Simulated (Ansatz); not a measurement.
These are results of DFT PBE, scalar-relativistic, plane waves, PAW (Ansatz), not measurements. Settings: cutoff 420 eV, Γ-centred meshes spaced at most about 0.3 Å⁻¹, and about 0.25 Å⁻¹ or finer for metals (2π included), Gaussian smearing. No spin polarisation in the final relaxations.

These are static total energies at zero pressure.

Two relaxed structures of CaSi3N2:

A.

```
CELL_PARAMETERS angstrom
5.06695 0.00000 0.00000
-2.53348 4.38811 0.00000
0.00000 0.00000 3.39132
ATOMIC_POSITIONS crystal
Ca 0.00000 0.00000 0.00000
Si 0.50000 0.00000 0.50000
Si 0.50000 0.50000 0.50000
Si 0.00000 0.50000 0.50000
N 0.33333 0.66667 0.00000
N 0.66667 0.33333 0.00000
```

B.

```
CELL_PARAMETERS angstrom
3.91244 0.00000 0.00000
0.00000 3.91244 0.00000
0.00000 0.00000 6.22947
ATOMIC_POSITIONS crystal
Ca 0.00000 0.00000 0.50000
Si 0.50000 0.50000 0.00000
Si 0.00000 0.00000 0.00000
Si 0.50000 0.50000 0.50000
N 0.00000 0.50000 0.35507
N 0.50000 0.00000 0.64493
```

Question: Which would you expect to be lower, and how large is the difference?

Answer: A is lower, by 275 meV/atom. A has space group P6/mmm (No. 191), 12.6 Å³/atom and no gap on its mesh; B has space group P-4m2 (No. 115), 15.9 Å³/atom and no gap. Counting N atoms around Ca and Si (those within 1.25 times the shortest such distance or 1.15 times the sum of covalent radii; the shortest distance is added where it is long for a bond; a slash parts the counts of unlike sites), A has Ca 6 from 2.9 Å, Si 4 from 2.2 Å and B has Ca 4, Si 4 from 2.2 Å/4 from 3.0 Å. A holds Si–Si nets (shortest 2.53 Å); in B the shortest Si–Si distance is 2.77 Å, near bonding range too. The denser one is the lower, and pressure would at first widen the difference. Even the lower one lies +0.41 eV/atom against the reference forms of the elements (uncorrected), so neither is stable at this level. In A, around Ca lie 6 N at 2.93 Å and 12 Si at 3.05 Å; Si is surrounded by 4 N at 2.24 Å, 4 Si at 2.53 Å and 4 Ca at 3.05 Å; N is surrounded by 6 Si at 2.24 Å, 3 Ca at 2.93 Å and 3 N at 2.93 Å. In B, Ca is surrounded by 4 N at 2.15 Å, 4 Si at 2.77 Å and 2 Si at 3.11 Å; Si on its first site is surrounded by 4 Si at 2.77 Å, 4 N at 2.95 Å and 2 Si at 3.11 Å; N is surrounded by 2 Ca at 2.15 Å, 2 Si at 2.15 Å and 4 Si at 2.95 Å; 2 more sites not described. Both come from invented guesses. A third cell relaxed alike, in P-3m1, lies 0.64 eV/atom below the lower of the two.

Cells relaxed within their symmetry can be saddle points.
